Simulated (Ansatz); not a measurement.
AgCl:
```
AgCl
1.0
    0.00000     2.80575     2.80575
    2.80575     0.00000     2.80575
    2.80575     2.80575     0.00000
Ag Cl
1 1
Direct
  0.00000   0.00000   0.00000
  0.50000   0.50000   0.50000
```

Relaxed with PBE. Special points in fractions of this cell's reciprocal vectors: Γ (0.000, 0.000, 0.000); X (0.500, 0.000, 0.500); U (0.625, 0.250, 0.625); K (0.375, 0.375, 0.750); L (0.500, 0.500, 0.500); W (0.500, 0.250, 0.750).

**Question.** List the band energies nearest the valence-band maximum at these points for PBE (plane waves, PAW; program Ansatz).

**Answer.** In eV from the valence-band maximum; about four levels below and three above (degenerate sets whole), none deeper than 8.9 eV; … stands for higher levels left out; points with the same levels are listed once.

| k | below | above |
|---|---|---|
| Γ | -2.27 -2.27 -2.17 -2.17 -2.17 | 0.92 … |
| X | -2.09 -1.86 -1.86 -1.80 | 2.43 8.02 … |
| U | -1.92 -1.75 -1.57 -0.98 | 3.61 7.24 … |
| L | -1.97 -1.97 -1.67 0.00 0.00 | 4.33 6.35 … |
| W | -1.88 -1.88 -1.87 -1.86 -1.10 | 4.15 … |

Space group Fm-3m (rock salt). Symmetry was held in the PBE relaxation. The run is not spin-polarised. Spin–orbit coupling is left out wherever it is not named.

Potentials: the later of the program's two PAW sets.
